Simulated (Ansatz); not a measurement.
A geometry of Mo away from equilibrium: step 3 of the relaxation of a randomly generated symmetric cell of Mo (space group No. 63). Calculation: PBE (plane waves to 420 eV, PAW, scalar-relativistic; Ansatz, a program for electronic structure). Γ-centred k-mesh 12×12×7 on the run's cell (coarser than for final values), Fermi–Dirac smearing 0.05 eV. The plane waves were selected for a different cell earlier on the path.

```
CELL_PARAMETERS angstrom
      1.36768    -5.06575     0.00000
      1.36768     5.06575     0.00000
      0.00000     0.00000     4.77802
ATOMIC_POSITIONS crystal
  Mo 0.21565 0.78435 0.25000
  Mo 0.78435 0.21565 0.75000
  Mo 0.95603 0.04397 0.25000
  Mo 0.04397 0.95603 0.75000
```

### Question
Give the Cartesian forces on all atoms (eV/Å).

### Answer
| atom | Fx | Fy | Fz |
|---|---|---|---|
| Mo1 | 0.00 | 0.32 | 0.00 |
| Mo2 | 0.00 | -0.32 | 0.00 |
| Mo3 | 0.00 | 0.34 | 0.00 |
| Mo4 | 0.00 | -0.34 | 0.00 |

The path ends in Cmcm (No. 63). No spin polarisation in the result.

The run could not lose the symmetry of its start: the end is stationary, and may be a saddle point rather than a minimum.

The end of the path is a generated cell of Mo: the first start was made by a random draw of sites in a space group, and the end was not matched to a known phase here, so it may be hypothetical. Known forms of Mo include space group No. 229.
